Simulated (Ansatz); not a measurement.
# As₂O₃ — ⁷⁵As nuclear quadrupole resonance

Cell: a Materials Project structure (computed, not necessarily an observed phase).

```xyz
20
Lattice="6.9025 0.0000 0.0000 0.0000 6.9025 0.0000 0.0000 0.0000 7.8870" Properties=species:S:1:pos:R:3 pbc="T T T"
As    5.3488    3.1261    0.8552
As    1.5538    3.7765    0.8552
As    1.8975    6.5773    3.0883
As    5.0050    0.3252    3.0883
As    3.1261    1.5538    7.0318
As    3.7765    5.3488    7.0318
As    6.5773    5.0050    4.7988
As    0.3252    1.8975    4.7988
O     4.7111    2.3598    7.2399
O     2.1914    4.5427    7.2399
O     1.2598    5.8111    4.5906
O     5.6427    1.0914    4.5906
O     2.3598    2.1914    0.6471
O     4.5427    4.7111    0.6471
O     5.8111    5.6427    3.2964
O     1.0914    1.2598    3.2964
O     0.0000    3.4513    3.9516
O     3.4513    0.0000    7.8789
O     3.4513    0.0000    3.9354
O     0.0000    3.4513    0.0081
```

Atoms are numbered from 1 in the order listed; like atoms form one site, named after its first atom.

The numbers come from a DFT calculation in Ansatz (PBE, plane waves and PAW, scalar-relativistic, 420 eV cutoff, Γ-centred 4×4×3 k-points, Fermi–Dirac smearing 0.02 eV).

⁷⁵As: I = 3/2, Q = 311.0 mb (year-2017 value). Static lattice, zero field.

Q: At which frequencies do the ⁷⁵As NQR lines lie?

A: For I = 3/2 there is one line, ν = (|C_Q|/2)(1 + η²/3)^½.

| site | atoms | V_zz (10²¹ V/m²) | C_Q (MHz) | η | line frequencies (MHz) |
| --- | --- | --- | --- | --- | --- |
| As | 1, 2, 3, 4, 5, 6, … | -25.0 | -188 | 0.15 | 94.3 |

At As V_zz stands upright on the plane through its three neighbours (within 4°).

The largest force is 0.6 eV/Å, so the atoms aren't at the calculated equilibrium and relaxing them would move these values. A computed database structure should lie near equilibrium, so this entry is doubtful.

The run took 56 s of wall time (56 s of CPU time) and 0.78 GiB at its peak, on 1 thread of Arm Neoverse V2 (aarch64; 8 cores open to the job, memory cap 2.5 GiB, no GPU), a shared host with a load of 0.7 a core.
